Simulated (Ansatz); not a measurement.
## CsH (Fm-3m), a vibration from a frozen displacement

Computed with DFT r2SCAN, scalar-relativistic, plane waves, PAW (Ansatz). Settings: plane waves to 500 eV, k-mesh 6×6×6 (Γ-centred), Gaussian smearing 0.05 eV. Spin–orbit coupling is left out, which matters for the heavy elements here. No spin polarisation. Energies are free energies at this smearing, counted from the undisturbed cell; pressure is positive in compression.

The undisturbed cell (as given, not relaxed at this level; it stands at 0.0 GPa):

```
CELL_PARAMETERS angstrom
0.00000 3.18800 3.18800
3.18800 0.00000 3.18800
3.18800 3.18800 0.00000
ATOMIC_POSITIONS crystal
Cs 0.00000 0.00000 0.00000
H 0.50000 0.50000 0.50000
```

Every Cs atom is moved by x along the Cartesian unit vector (0.000, 1.000, 0.000); the cell and all other atoms stay fixed. The cell's volume is 64.80 Å³; the moved atoms weigh 132.905 u together and the others 1.008 u. Some rows repeat others by symmetry and weren't run.

| x (Å) | ΔE (meV/cell) | total force on the moved atoms along the move (eV/Å) | pressure (GPa) |
| --- | --- | --- | --- |
| -0.2000 | 12.54 | 0.1310 | 0.1038 |
| -0.1750 | 9.50 | 0.1123 | 0.0826 |
| -0.1500 | 6.91 | 0.0945 | 0.0644 |
| -0.1250 | 4.76 | 0.0776 | 0.0491 |
| -0.1000 | 3.03 | 0.0613 | 0.0367 |
| -0.0750 | 1.70 | 0.0455 | 0.0270 |
| -0.0500 | 0.75 | 0.0301 | 0.0202 |
| -0.0250 | 0.19 | 0.0150 | 0.0160 |
| 0.0000 | 0.00 | 0.0000 | 0.0147 |
| 0.0250 | 0.19 | -0.0150 | 0.0160 |
| 0.0500 | 0.75 | -0.0301 | 0.0202 |
| 0.0750 | 1.70 | -0.0455 | 0.0270 |
| 0.1000 | 3.03 | -0.0613 | 0.0367 |
| 0.1250 | 4.76 | -0.0776 | 0.0491 |
| 0.1500 | 6.91 | -0.0945 | 0.0644 |
| 0.1750 | 9.50 | -0.1123 | 0.0826 |
| 0.2000 | 12.54 | -0.1310 | 0.1038 |

Question: What frequency belongs to this motion?

Answer: The force constant is k = −dF/dx = 0.600 eV/Å², from the parabola through x = -0.0250, 0 and 0.0250. In every cell the moved atoms swing against the rest, so the mass is μ = m₁m₂/(m₁ + m₂) = 1.000 u, and ν̃ = 521.5 cm⁻¹ × √(|k|/μ) = 404 cm⁻¹. To first order in x, and within 1 %, the force on every atom lies along the move and, within each of the two groups, in proportion to the atom's mass, so this is itself a mode at the zone centre of this cell, taken without macroscopic field (the transverse frequency in a polar insulator).

Question: How far does the harmonic law reach?

Answer: At x = -0.200 Å, kx²/2 = 12.00 meV against the computed 12.54 meV (+4.5 %): the well is still close to harmonic there.